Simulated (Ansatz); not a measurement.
Relaxation of a generated cell, Au placed in the AFLOW prototype A_hR3_166_ac (C19, as in Sm); 3 atoms in the cell, which starts as R-3m, hexagonal axes (No. 166), hR3; a = b = 2.8979 Å, c = 21.0114 Å, α = β = 90.00°, γ = 120.00°. All values below come from r2SCAN (plane waves to 500 eV, PAW, scalar-relativistic; Ansatz, a quantum-chemistry and plane-wave program). Γ-centred k-mesh 13×13×13 on the run's cell (coarser than for final values), Fermi–Dirac smearing 0.05 eV. This is the first round of the run. 

The optimiser's lines from the output (shortened; P is positive under compression):

```
relax step   1: F+E_penalty+E_count = -39495.37697042 eV  Δ(F+E_penalty+E_count) = +0.000e0 eV  max|allowed force component| = 5.219e-2 eV/Å  Δτ_max = 0.0000 Å  P = +5.554 GPa  Ω = 50.938 Å³  (8 SCF iters, dr2 threshold 1.00e-7 eV, accepted)
relax step   2: F+E_penalty+E_count = -39495.36253963 eV  Δ(F+E_penalty+E_count) = +1.443e-2 eV  max|allowed force component| = 3.434e-2 eV/Å  Δτ_max = 0.0086 Å  P = -6.542 GPa  Ω = 55.276 Å³  (8 SCF iters, dr2 threshold 3.00e-7 eV, rejected (line search))
relax step   3: F+E_penalty+E_count = -39495.41765466 eV  Δ(F+E_penalty+E_count) = -4.068e-2 eV  max|allowed force component| = 5.793e-3 eV/Å  Δτ_max = 0.0041 Å  P = +0.158 GPa  Ω = 52.557 Å³  (11 SCF iters, accepted)
relax step   4: F+E_penalty+E_count = -39495.42226129 eV  Δ(F+E_penalty+E_count) = -4.607e-3 eV  max|allowed force component| = 1.649e-3 eV/Å  Δτ_max = 0.0006 Å  P = +0.027 GPa  Ω = 52.622 Å³  (4 SCF iters, dr2 threshold 3.00e-7 eV, accepted)
relax step   5: F+E_penalty+E_count = -39495.42242607 eV  Δ(F+E_penalty+E_count) = -1.648e-4 eV  max|allowed force component| = 1.928e-5 eV/Å  Δτ_max = 0.0002 Å  P = +0.006 GPa  Ω = 52.639 Å³  (4 SCF iters, dr2 threshold 2.13e-7 eV, accepted)
relax step   6: F+E_penalty+E_count = -39495.42242588 eV  Δ(F+E_penalty+E_count) = +1.826e-7 eV  max|allowed force component| = 1.218e-6 eV/Å  Δτ_max = 0.0000 Å  P = +0.000 GPa  Ω = 52.642 Å³  (4 SCF iters, dr2 threshold 1.31e-9 eV, accepted)
relax step   7: F+E_penalty+E_count = -39495.42328879 eV  Δ(F+E_penalty+E_count) = -8.629e-4 eV  max|allowed force component| = 1.389e-6 eV/Å  Δτ_max = 0.0000 Å  P = +0.015 GPa  Ω = 52.642 Å³  stress off target by 3.46e-2 GPa  SCF on the basis re-selected at this cell (its energy is not comparable with the rows above)  (9 SCF iters)
relax step   8: F+E_penalty+E_count = -39495.42328774 eV  Δ(F+E_penalty+E_count) = +1.059e-6 eV  max|allowed force component| = 5.317e-5 eV/Å  Δτ_max = 0.0000 Å  P = +0.001 GPa  Ω = 52.648 Å³  (4 SCF iters, dr2 threshold 2.99e-9 eV, accepted)
relax step   9: F+E_penalty+E_count = -39495.42328962 eV  Δ(F+E_penalty+E_count) = -1.887e-6 eV  max|allowed force component| = 5.224e-5 eV/Å  Δτ_max = 0.0000 Å  P = +0.001 GPa  Ω = 52.648 Å³  stress off target by 1.30e-3 GPa  SCF on the basis re-selected at this cell (its energy is not comparable with the rows above)  (4 SCF iters)
```

From the first to the last row the energy changes by -0.02 eV/atom and the volume by +3.4 %. The last row is marked as not comparable with the walk above it, whose basis was carried along; it does compare with step 1, since both stand on a basis selected at the nominal cutoff for their own cell.

Step 2 was rejected by the optimiser.

Later rounds, restarted from the end of this one on a renewed k-mesh, logged 5 more steps and released under 0.01 eV/atom more. The final structure after all rounds: R-3m, hexagonal axes (No. 166), hR3, AFLOW prototype A_hR3_166_ac (C19, as in Sm); a = 2.8902 Å, b = 2.8902 Å, c = 21.8385 Å, α = 90.00°, β = 90.00°, γ = 120.00°. Between re-selections the logged energies stand on a plane-wave basis carried along with the cell. No spin polarisation in the result.

The run could not lose the symmetry of its start: the end is stationary, and may be a saddle point rather than a minimum.

The relaxed structure here is a generated cell of Au: the first start was made by placing the elements on the sites of a structure type, and the end was not matched to a known phase here, so it may be hypothetical. Known forms of Au include space group No. 225.
